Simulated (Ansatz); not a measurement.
HfC:
```
CELL_PARAMETERS angstrom
      3.22650     0.00000     0.00000
     -1.61325     2.79423     0.00000
      0.00000     0.00000     2.90136
ATOMIC_POSITIONS crystal
  Hf 0.00000 0.00000 0.00000
  C  0.33333 0.66667 0.50000
```

Relaxed with r²SCAN.

Question: Map the valence electron density (e/Å³), cut off at 2 on the plane through (0.000, 0.000, 0.000) spanned by u = [0, 0, 1] and v = [1, -1, 0] in lattice vectors, from r²SCAN in the plane-wave PAW code Ansatz.

Answer: x is the fraction of u, y of v (the angle between them is 90°; rows are the nearest grid lines); atoms in the plane: Hf at (0.00, 0.00), C at (0.50, 0.33).
```
y \ x   0.000  0.0625  0.188  0.250  0.375  0.438  0.562  0.625  0.750  0.812  0.938   1.00
------  -----  ------  -----  -----  -----  -----  -----  -----  -----  -----  -----  -----
1.00     2.00    2.00   2.00   2.00  0.440  0.257  0.257  0.440   2.00   2.00   2.00   2.00
0.929    2.00    2.00   2.00   2.00  0.335  0.238  0.238  0.335   2.00   2.00   2.00   2.00
0.857    2.00    2.00  0.814  0.424  0.203  0.189  0.189  0.203  0.424  0.814   2.00   2.00
0.786   0.206   0.196  0.151  0.137  0.131  0.133  0.133  0.131  0.137  0.151  0.196  0.206
0.679   0.079   0.079  0.079  0.080  0.081  0.081  0.081  0.081  0.080  0.079  0.079  0.079
0.607   0.089   0.089  0.093  0.097  0.103  0.105  0.105  0.103  0.097  0.093  0.089  0.089
0.536   0.131   0.135  0.164  0.187  0.236  0.253  0.253  0.236  0.187  0.164  0.135  0.131
0.464   0.189   0.201  0.304  0.396  0.646  0.752  0.752  0.646  0.396  0.304  0.201  0.189
0.393   0.231   0.254  0.468  0.704   1.38   1.59   1.59   1.38  0.704  0.468  0.254  0.231
0.321   0.241   0.268  0.527  0.828   1.56   1.64   1.64   1.56  0.828  0.527  0.268  0.241
0.214   0.297   0.305  0.404  0.512  0.839  0.982  0.982  0.839  0.512  0.404  0.305  0.297
0.143    2.00    2.00  0.895  0.565  0.419  0.425  0.425  0.419  0.565  0.895   2.00   2.00
0.0714   2.00    2.00   2.00   2.00  0.365  0.270  0.270  0.365   2.00   2.00   2.00   2.00
0.000    2.00    2.00   2.00   2.00  0.440  0.257  0.257  0.440   2.00   2.00   2.00   2.00
```

The density is the valence pseudo-density with augmentation charge, so density and ELF within about 1 Å of a nucleus are not all-electron values.

Space group P-6m2. The start of the workflow was typed in or built on a structure type; neither database checked (COD, Materials Project) lists it. It is not the phase usual at ambient conditions (space group No. 225). The cell was relaxed with r²SCAN under the symmetry of its start; whether a distortion lowers the energy is not shown. The run is not spin-polarised. Scalar-relativistic: spin–orbit coupling is off unless named, which matters more the heavier the elements.

Potentials: the later of the program's two PAW sets.
